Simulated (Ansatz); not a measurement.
Ansatz (an electronic-structure program) input:

Ansatz 0.2 input:
```yaml
crystal:
  lattice:
    - [4.3859433813, 0.0, 0.0]
    - [0.0, 4.3859433813, 0.0]
    - [0.0, 0.0, 4.3859433813]
  atoms:
    - { symbol: Co, position: [0.8543483989, 0.6456516011, 0.3543483989] }
    - { symbol: Co, position: [0.6456516011, 0.3543483989, 0.8543483989] }
    - { symbol: Co, position: [0.3543483989, 0.8543483989, 0.6456516011] }
    - { symbol: Co, position: [0.1456516011, 0.1456516011, 0.1456516011] }
    - { symbol: Si, position: [0.1567158886, 0.3432841114, 0.6567158886] }
    - { symbol: Si, position: [0.3432841114, 0.6567158886, 0.1567158886] }
    - { symbol: Si, position: [0.6567158886, 0.1567158886, 0.3432841114] }
    - { symbol: Si, position: [0.8432841114, 0.8432841114, 0.8432841114] }
kpoints:
  mp_grid: { grid: [20, 20, 20] }
hamiltonian:
  xc: pbesol
  pseudopotentials: { azcp: { folder: ./paw }, kind: paw }
scf:
  occupations: { method: fermi_dirac, width: 0.1 }
elastic: { mode: relaxed_ion, stencil: two_point, amplitude: 0.005, f_tol: 0.0005 }
```

Output (shortened):

```
Pseudopotential: Co, paw, valence charge 17
Pseudopotential: Si, paw, valence charge 4
Functional definition: PBEsol
Crystal: 8 atoms, lattice volume = 84.370 Å³
Basis set: ecut = 420 eV, 1647 PW (Γ), exchange–correlation on 60×60×60 points (8 copies of the dense FFT grid, shifted against one another)
Bands: 51, of which v1, the nominal top of the filled ones, is band 42 counted from 1 (41 counted from 0)
Symmetry: 12 space group operations
Space group: P213 (ITA 198), of the structure as read, at distance tolerance 4.4e-5 Å
k-points: 451 of 8000 (time reversal used)
SCF 1 converged in 13 iterations: F = -22863.814538 eV  dr2 = 2.70e-14
relax step   1: F+E_penalty+E_count = -22863.81453763 eV  Δ(F+E_penalty+E_count) = +0.000e0 eV  max|allowed force component| = 3.968e-3 eV/Å  Δτ_max = 0.0000 Å  (13 SCF iters, accepted)
Crystal: 8 atoms, lattice volume = 84.370 Å³
SCF 2 converged in 10 iterations: F = -22863.814542 eV  dr2 = 2.02e-14
relax step   2: F+E_penalty+E_count = -22863.81454198 eV  Δ(F+E_penalty+E_count) = -4.353e-6 eV  max|allowed force component| = 3.080e-3 eV/Å  Δτ_max = 0.0002 Å  (10 SCF iters, accepted)
Crystal: 8 atoms, lattice volume = 84.370 Å³
SCF 3 converged in 9 iterations: F = -22863.814549 eV  dr2 = 1.15e-14
relax step   3: F+E_penalty+E_count = -22863.81454872 eV  Δ(F+E_penalty+E_count) = -6.740e-6 eV  max|allowed force component| = 3.183e-4 eV/Å  Δτ_max = 0.0006 Å  (9 SCF iters, accepted)
Crystal: 8 atoms, lattice volume = 84.370 Å³
SCF 4 converged in 14 iterations: F = -22863.814549 eV  dr2 = 2.77e-18
Crystal: 8 atoms, lattice volume = 83.948 Å³
Symmetry: 4 space group operations
k-points: 1331 of 8000 (time reversal used)
SCF 5 converged in 12 iterations: F = -22863.811423 eV  dr2 = 1.82e-14
relax step   1: F+E_penalty+E_count = -22863.81142274 eV  Δ(F+E_penalty+E_count) = +0.000e0 eV  max|allowed force component| = 1.327e-2 eV/Å  Δτ_max = 0.0000 Å  (12 SCF iters, accepted)
Crystal: 8 atoms, lattice volume = 83.948 Å³
SCF 6 converged in 9 iterations: F = -22863.811474 eV  dr2 = 3.31e-14
relax step   2: F+E_penalty+E_count = -22863.81147403 eV  Δ(F+E_penalty+E_count) = -5.129e-5 eV  max|allowed force component| = 3.532e-3 eV/Å  Δτ_max = 0.0014 Å  (9 SCF iters, accepted)
Crystal: 8 atoms, lattice volume = 83.948 Å³
SCF 7 converged in 8 iterations: F = -22863.811478 eV  dr2 = 9.34e-15
relax step   3: F+E_penalty+E_count = -22863.81147783 eV  Δ(F+E_penalty+E_count) = -3.807e-6 eV  max|allowed force component| = 7.469e-4 eV/Å  Δτ_max = 0.0003 Å  (8 SCF iters, accepted)
Crystal: 8 atoms, lattice volume = 83.948 Å³
SCF 8 converged in 8 iterations: F = -22863.811478 eV  dr2 = 9.65e-15
relax step   4: F+E_penalty+E_count = -22863.81147803 eV  Δ(F+E_penalty+E_count) = -1.987e-7 eV  max|allowed force component| = 2.613e-4 eV/Å  Δτ_max = 0.0001 Å  (8 SCF iters, accepted)
Crystal: 8 atoms, lattice volume = 83.948 Å³
SCF 9 converged in 14 iterations: F = -22863.811478 eV  dr2 = 8.40e-19
Crystal: 8 atoms, lattice volume = 84.792 Å³
Basis set: ecut = 420 eV, 1671 PW (Γ), exchange–correlation on 60×60×60 points (8 copies of the dense FFT grid, shifted against one another)
SCF 10 converged in 12 iterations: F = -22863.812233 eV  dr2 = 7.04e-15
relax step   1: F+E_penalty+E_count = -22863.81223275 eV  Δ(F+E_penalty+E_count) = +0.000e0 eV  max|allowed force component| = 1.266e-2 eV/Å  Δτ_max = 0.0000 Å  (12 SCF iters, accepted)
Crystal: 8 atoms, lattice volume = 84.792 Å³
SCF 11 converged in 9 iterations: F = -22863.812289 eV  dr2 = 2.60e-14
relax step   2: F+E_penalty+E_count = -22863.81228864 eV  Δ(F+E_penalty+E_count) = -5.590e-5 eV  max|allowed force component| = 1.293e-3 eV/Å  Δτ_max = 0.0013 Å  (9 SCF iters, accepted)
Crystal: 8 atoms, lattice volume = 84.792 Å³
SCF 12 converged in 8 iterations: F = -22863.812290 eV  dr2 = 8.18e-15
relax step   3: F+E_penalty+E_count = -22863.81228952 eV  Δ(F+E_penalty+E_count) = -8.749e-7 eV  max|allowed force component| = 1.312e-4 eV/Å  Δτ_max = 0.0002 Å  (8 SCF iters, accepted)
Crystal: 8 atoms, lattice volume = 84.792 Å³
SCF 13 converged in 14 iterations: F = -22863.812290 eV  dr2 = 1.91e-18
Crystal: 8 atoms, lattice volume = 84.370 Å³
Symmetry: 2 space group operations
k-points: 2222 of 8000 (time reversal used)
SCF 14 converged in 13 iterations: F = -22863.813637 eV  dr2 = 1.81e-14
relax step   1: F+E_penalty+E_count = -22863.81363742 eV  Δ(F+E_penalty+E_count) = +0.000e0 eV  max|allowed force component| = 1.250e-2 eV/Å  Δτ_max = 0.0000 Å  (13 SCF iters, accepted)
Crystal: 8 atoms, lattice volume = 84.370 Å³
SCF 15 converged in 10 iterations: F = -22863.813687 eV  dr2 = 3.61e-14
relax step   2: F+E_penalty+E_count = -22863.81368712 eV  Δ(F+E_penalty+E_count) = -4.969e-5 eV  max|allowed force component| = 2.453e-3 eV/Å  Δτ_max = 0.0012 Å  (10 SCF iters, accepted)
Crystal: 8 atoms, lattice volume = 84.370 Å³
SCF 16 converged in 9 iterations: F = -22863.813689 eV  dr2 = 4.80e-14
relax step   3: F+E_penalty+E_count = -22863.81368942 eV  Δ(F+E_penalty+E_count) = -2.309e-6 eV  max|allowed force component| = 1.012e-3 eV/Å  Δτ_max = 0.0002 Å  (9 SCF iters, accepted)
Crystal: 8 atoms, lattice volume = 84.370 Å³
SCF 17 converged in 12 iterations: F = -22863.813690 eV  dr2 = 3.58e-18
relax step   4: F+E_penalty+E_count = -22863.81368962 eV  Δ(F+E_penalty+E_count) = -2.004e-7 eV  max|allowed force component| = 4.288e-5 eV/Å  Δτ_max = 0.0001 Å  (12 SCF iters, accepted)
Crystal: 8 atoms, lattice volume = 84.370 Å³
SCF 18 converged in 14 iterations: F = -22863.813690 eV  dr2 = 2.58e-18
Crystal: 8 atoms, lattice volume = 84.370 Å³
SCF 19 converged in 13 iterations: F = -22863.813637 eV  dr2 = 1.79e-14
relax step   1: F+E_penalty+E_count = -22863.81363742 eV  Δ(F+E_penalty+E_count) = +0.000e0 eV  max|allowed force component| = 1.250e-2 eV/Å  Δτ_max = 0.0000 Å  (13 SCF iters, accepted)
Crystal: 8 atoms, lattice volume = 84.370 Å³
SCF 20 converged in 10 iterations: F = -22863.813689 eV  dr2 = 6.53e-14
relax step   2: F+E_penalty+E_count = -22863.81368944 eV  Δ(F+E_penalty+E_count) = -5.202e-5 eV  max|allowed force component| = 8.540e-4 eV/Å  Δτ_max = 0.0012 Å  (10 SCF iters, accepted)
Crystal: 8 atoms, lattice volume = 84.370 Å³
SCF 21 converged in 8 iterations: F = -22863.813690 eV  dr2 = 4.94e-14
relax step   3: F+E_penalty+E_count = -22863.81368962 eV  Δ(F+E_penalty+E_count) = -1.817e-7 eV  max|allowed force component| = 1.348e-4 eV/Å  Δτ_max = 0.0001 Å  (8 SCF iters, accepted)
Crystal: 8 atoms, lattice volume = 84.370 Å³
SCF 22 converged in 14 iterations: F = -22863.813690 eV  dr2 = 1.02e-18
SCF converged after 14 iterations
Stability not checked: this state was not tested for a lower state beside it, because too few of the mixer's solves of this state at the end of the SCF gave a …
Free energy (F): -22863.814549 eV
Harris-Foulkes:  -22863.814549 eV  (|F-HF|=7.28e-12)
Internal energy: -22863.743685 eV  (E = F + TS)
E sigma→0 (E₀):  -22863.779117 eV
Entropy (-TS):   -0.070863 eV (-8.858 meV/atom)
Fermi energy:    17.256759 eV
--- Per-component energies (eV) ---
  E_band       = -907.289001
  E_kinetic    = 1373.795408
  E_local      = -13328.756247  (includes V_loc(G=0)·N_el)
  E_nonlocal   = 1847.250106
  E_hartree    = 6072.149166
  E_xc         = -606.736948
  E_vxc        = -686.673628  (∫ρ·V_xc dr)
  E_paw        = -8164.757639  (= ΣΔE_a)
  E_vpaw       = -2257.203046  (= ΣTr[D̂ρ^β])
  E_aug_tail   = 0.000074  (compensation charges beyond the density's cutoff)
  E_ewald      = -10057.567527
  E_core_change = 0.879921  (= ΣΔE_core)
  E_smearing   = -0.070863  (= −TS)
  E_closure    = 0.000000  (closes the sum)
  Σ components = -22863.814549   (vs F -22863.814549, Δ=0.00e0)
--- Forces (eV/Å), atoms counted from 1 ---
  atom   1  Co     0.00001908    -0.00001908     0.00001908
  atom   2  Co    -0.00001908     0.00001908     0.00001908
  atom   3  Co     0.00001908     0.00001908    -0.00001908
  atom   4  Co    -0.00001908    -0.00001908    -0.00001908
  atom   5  Si    -0.00031830     0.00031830    -0.00031830
  atom   6  Si     0.00031830    -0.00031830    -0.00031830
  atom   7  Si    -0.00031830    -0.00031830     0.00031830
  atom   8  Si     0.00031830     0.00031830     0.00031830
  max |Σ_I F_I| component: 4.39e-17 eV/Å
--- Stress (GPa, compression-positive) ---
        0.138023       0.000000       0.000000
        0.000000       0.138023       0.000000
        0.000000       0.000000       0.138023
  P = ⅓ Tr σ = 0.1380 GPa (1.380 kbar)
--- Band table (eV; the first three rows and the last of 451) ---
  k-point 0: bands = ["-77.4016", "-77.3880", "-77.3880", "-77.3880", "-40.9379", "-40.9379", "-40.9379", "-40.8908", "-40.8591", "-40.8591", "-40.8591", "-40.8174", "-40.8174", "-40.8000", "-40.8000", "-40.8000", "3.2086", "8.8256", "8.8256", "8.8256", …
  k-point 1: bands = ["-77.4015", "-77.3886", "-77.3880", "-77.3876", "-40.9399", "-40.9380", "-40.9357", "-40.8910", "-40.8621", "-40.8594", "-40.8559", "-40.8174", "-40.8171", "-40.8006", "-40.8002", "-40.7995", "3.2278", "8.5350", "8.8376", "9.0771", …
  k-point 2: bands = ["-77.4013", "-77.3893", "-77.3880", "-77.3872", "-40.9415", "-40.9383", "-40.9333", "-40.8917", "-40.8647", "-40.8602", "-40.8524", "-40.8172", "-40.8163", "-40.8013", "-40.8008", "-40.7992", "3.2852", "8.2023", "8.8734", "9.2982", …
  k-point 450: bands = ["-77.3914", "-77.3914", "-77.3914", "-77.3914", "-40.9303", "-40.9303", "-40.9303", "-40.9303", "-40.8504", "-40.8504", "-40.8504", "-40.8504", "-40.7989", "-40.7989", "-40.7989", "-40.7989", "7.5621", "7.5621", "7.5621", "7.5621", …
--- Elastic constants: 2 strain directions × 2 members + reference (group order 12) ---
  dense FFT box of the reference and of every strained cell: 30×30×30
  strains applied: 11, 23; error gains: componentwise 1.00 (the most a stress slope's error grows in a printed constant), spectral 1.73 (1 for all six strains …
  reference relaxed by the batch: 3 steps …
  largest displacement 8.0e-4 Å; the constants are those of the deck's cell at these positions:
  atoms:
    - { symbol: Co, position: [0.8544532888829953, 0.6455467111170048, 0.35445328888299515] }
    - { symbol: Co, position: [0.6455467111170048, 0.35445328888299515, 0.8544532888829953] }
    - { symbol: Co, position: [0.35445328888299515, 0.8544532888829953, 0.6455467111170048] }
    - { symbol: Co, position: [0.14554671111700487, 0.14554671111700487, 0.14554671111700487] }
    - { symbol: Si, position: [0.15673453648035376, 0.34326546351964615, 0.6567345364803537] }
    - { symbol: Si, position: [0.34326546351964615, 0.6567345364803537, 0.15673453648035376] }
    - { symbol: Si, position: [0.6567345364803537, 0.15673453648035376, 0.34326546351964615] }
    - { symbol: Si, position: [0.8432654635196464, 0.8432654635196464, 0.8432654635196464] }
  C = ∂σ_k/∂η_j (tension-positive GPa; Voigt order 11 22 33 23 13 12):
       405.151    158.894    158.881      0.000      0.000      0.000
       158.881    405.151    158.894      0.000      0.000      0.000
       158.894    158.881    405.151      0.000      0.000      0.000
         0.000      0.000      0.000    130.814      0.000      0.000
         0.000      0.000      0.000      0.000    130.814      0.000
         0.000      0.000      0.000      0.000      0.000    130.814
  reference stress σ⁰ (GPa):     -0.138     -0.138     -0.138      0.000      0.000      0.000
  moduli (Voigt/Reuss/Hill, GPa): K = 240.98/240.98/240.98   G = 127.74/127.63/127.69   E = 325.55   ν = 0.275
  mechanically stable: yes (min eigenvalue of sym C = 130.81 GPa)
  strain η (Voigt 11):  stress-route row diagonal C_11 = 405.15 GPa, energy-path curvature d²(F+E_count+ΔE)/dδ²/Ω₀ = 405.11 GPa
         δ    σ_11 (GPa)             F (eV)   n_scf  n_hpsi   n_pw
    -5.000e-3      -2.2143      -22863.8114780      14  1368723   1667   relax 4 steps, max|allowed force component| 2.61e-4 eV/Å
     5.000e-3       1.8372      -22863.8122895      14  1376108   1693   relax 3 steps, max|allowed force component| 1.31e-4 eV/Å
  strain η (Voigt 23):  stress-route row diagonal C_44 = 130.81 GPa, energy-path curvature d²(F+E_count+ΔE)/dδ²/Ω₀ = 130.89 GPa
         δ    σ_23 (GPa)             F (eV)   n_scf  n_hpsi   n_pw
    -5.000e-3      -0.6541      -22863.8136896      14  2281697   1673   relax 4 steps, max|allowed force component| 4.29e-5 eV/Å
     5.000e-3       0.6541      -22863.8136896      14  2281401   1673   relax 3 steps, max|allowed force component| 1.35e-4 eV/Å
```

Cost: around 4 core-hours (rough) on shared cores.

Space group P2_13. The PBEsol relaxation kept the symmetry of its start. The run is not spin-polarised. As this level gives no gap, shear constants depend on the k-mesh and smearing (Fermi–Dirac, 0.1 eV here).

Potentials: the earlier of the program's two PAW sets. The files were generated under PBE; for other functionals the program regenerates the frozen cores, and for LDA and PBEsol the local potential too.

Ansatz is a plane-wave DFT program.
